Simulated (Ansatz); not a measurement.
LiTaO3:
```
CELL_PARAMETERS angstrom
      2.56981     1.48368     4.59082
     -2.56981     1.48368     4.59082
      0.00000    -2.96736     4.59082
ATOMIC_POSITIONS crystal
  Li 0.71708 0.71708 0.71708
  Li 0.21708 0.21708 0.21708
  Ta 0.00021 0.00021 0.00021
  Ta 0.50021 0.50021 0.50021
  O  0.63488 0.88231 0.27442
  O  0.88231 0.27442 0.63488
  O  0.27442 0.63488 0.88231
  O  0.13488 0.77442 0.38231
  O  0.38231 0.13488 0.77442
  O  0.77442 0.38231 0.13488
```

Relaxed with PBEsol. Special points in fractions of this cell's reciprocal vectors: Γ (0.000, 0.000, 0.000); T (0.500, 0.500, 0.500); H2 (0.764, 0.236, 0.500); H0 (0.500, -0.236, 0.236); L (0.500, 0.000, 0.000); S0 (0.368, -0.368, 0.000); S2 (0.632, 0.000, 0.368); F (0.500, 0.000, 0.500).

### Question
List the band energies nearest the valence-band maximum at these points for PBEsol in the plane-wave PAW code Ansatz.

### Answer
In eV from the valence-band maximum; about four levels below and three above (degenerate sets whole), none deeper than 8.9 eV; points with the same levels are listed once.

| k | below | above |
|---|---|---|
| Γ | -0.49 -0.49 -0.35 -0.03 -0.03 | 3.79 3.79 4.13 |
| T | -0.31 -0.31 -0.31 -0.31 | 5.20 5.20 5.50 5.50 5.50 5.50 |
| H2 | -0.70 -0.70 -0.32 -0.32 | 4.37 4.37 5.22 5.22 |
| L | -0.35 -0.35 -0.26 -0.26 | 4.62 4.62 5.29 5.29 |
| S0 | -0.84 -0.53 -0.44 -0.16 | 4.00 4.54 5.21 |
| F | -0.88 -0.56 -0.43 -0.28 | 3.84 4.50 5.11 |

Space group R3c. The PBEsol relaxation kept the symmetry of its start. No spin polarisation was allowed. Scalar-relativistic: spin–orbit coupling is off unless named, which matters more the heavier the elements.

Potentials: the later of the program's two PAW sets.
